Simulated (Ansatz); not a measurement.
Data:

ScIr3:
```xyz
4
Lattice="3.8702 0.0000 0.0000 0.0000 3.8702 0.0000 0.0000 0.0000 3.8702" Properties=species:S:1:pos:R:3 pbc="T T T"
Sc     0.0000     0.0000     0.0000
Ir     0.0000     1.9351     1.9351
Ir     1.9351     0.0000     1.9351
Ir     1.9351     1.9351     0.0000
```

This is the LDA-relaxed structure.

Task: All from plane-wave PAW LDA (Ansatz code), unless another level is named. Estimate the density of states at the Fermi level.

Result: 1.1 states/eV per atom (mean over ±0.08 eV).

Task: What about the formation energy from the elements (no fitted shifts)?

Result: -0.63 eV/atom.

Space group Pm-3m (Cu3Au type). The first step of the workflow began from a Materials Project structure, measured or hypothetical; the Crystallography Open Database copy checked does not list it. With Sc and Ir taken as one species the cell has the higher symmetry Fm-3m, so it may be an ordered model of a mixed-site phase. Its standing as an ambient phase is unchecked. Symmetry was held in the LDA relaxation; of distortions, only those at the zone centre were tested. The run is not spin-polarised. The references are the lowest solids computed at this level, not always the standard phases. Scalar-relativistic: spin–orbit coupling is off unless named, which matters more the heavier the elements.

Potentials: the later of the program's two PAW sets.
